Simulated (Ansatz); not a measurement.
**Data sheet: CaZn2Sb2 (DFT)**

CaZn2Sb2:
```yaml
crystal:
  lattice:
    - [4.35808, 0.00000, 0.00000]
    - [-2.17904, 3.77421, 0.00000]
    - [0.00000, 0.00000, 7.23109]
  atoms:
    - { symbol: Ca, position: [0.00000, 0.00000, 0.00000] }
    - { symbol: Zn, position: [0.33333, 0.66667, 0.63313] }
    - { symbol: Zn, position: [0.66667, 0.33333, 0.36687] }
    - { symbol: Sb, position: [0.33333, 0.66667, 0.25580] }
    - { symbol: Sb, position: [0.66667, 0.33333, 0.74420] }
```

Space group P-3m1 (No. 164); conventional cell a = 4.3581 Å, b = 4.3581 Å, c = 7.2311 Å, α = 90.00°, β = 90.00°, γ = 120.00°.

Method: LDA in the plane-wave PAW code Ansatz. Geometry: relaxed at this level of theory. Other levels are named where they apply.

Cell and energy:

| Property | Result |
|---|---|
| Volume per atom | 23.79 Å³ |
| Density | 5.78 g/cm³ |
| Formation energy from the elements (no fitted shifts) | -0.46 eV/atom |

Electronic structure:

| Quantity | Value |
|---|---|
| Electronic character | no gap, with almost no states at the Fermi level (zero-gap or semimetallic) |
| Density of states at the Fermi level | 0.02 states/eV per atom (mean over ±0.08 eV) |

Mechanics:

| Property | Result |
|---|---|
| Bulk modulus (Birch–Murnaghan fit) | 54.2 GPa |
| Pressure derivative B′ | 4.4 |

Phonons:

| Quantity | Result |
|---|---|
| Highest zone-centre frequency | 189 cm⁻¹ |
| Zone-centre stability | no imaginary mode at Γ |

The workflow started from a Materials Project entry (that database holds measured and hypothetical structures alike); the Crystallography Open Database files this formula in space group No. 164, but the cells were not matched. Its standing as an ambient phase is unchecked. The LDA relaxation kept the symmetry of its start. A small band overlap can be real or an error of a semilocal functional. As this level gives no gap, phonon frequencies hold no LO–TO term and depend on the k-mesh and smearing (Fermi–Dirac, 0.1 eV here). The references are the lowest solids computed at this level, not always the standard phases. Scalar-relativistic: spin–orbit coupling is off unless named, which matters more the heavier the elements.

Potentials: the later of the program's two PAW sets.
